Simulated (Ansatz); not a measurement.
Consider the following.

Ba$_{3}$MgNb$_{2}$O$_{9}$:
```
CELL_PARAMETERS angstrom
      5.75046     0.00000     0.00000
     -2.87523     4.98005     0.00000
      0.00000     0.00000     7.05903
ATOMIC_POSITIONS crystal
  Ba 0.00000 0.00000 0.00000
  Ba 0.33333 0.66667 0.66647
  Ba 0.66667 0.33333 0.33353
  Mg 0.00000 0.00000 0.50000
  Nb 0.33333 0.66667 0.17842
  Nb 0.66667 0.33333 0.82158
  O  0.82880 0.17120 0.67423
  O  0.17120 0.82880 0.32577
  O  0.82880 0.65759 0.67423
  O  0.17120 0.34241 0.32577
  O  0.34241 0.17120 0.67423
  O  0.65759 0.82880 0.32577
  O  0.50000 0.00000 0.00000
  O  0.00000 0.50000 0.00000
  O  0.50000 0.50000 0.00000
```

This is the PBEsol-relaxed structure. x, y and z are the axes in which the lattice vectors are written.

Task: All from plane-wave PAW PBEsol (Ansatz code), unless another level is named. Predict the highest zone-centre frequency (without LO–TO term).

Result: 785 cm^-1.

Task: Predict the Poisson's ratio.

Result: 0.25.

Task: And the elastic constants (relaxed ions, GPa)?

Result: C11 = 262, C12 = 84.2, C13 = 78.0, C14 = -8.0, C33 = 271, C44 = 80.2.

Space group P-3m1. The workflow started from a Materials Project entry (that database holds measured and hypothetical structures alike); the Crystallography Open Database files this formula in space group No. 164, but the cells were not matched. Whether it is the stable phase at ambient conditions was not checked. The PBEsol relaxation kept the symmetry of its start; whether a distortion lowers the energy is not shown. The run is not spin-polarised. Spin–orbit coupling is left out wherever it is not named.

Potentials: the later of the program's two PAW sets.
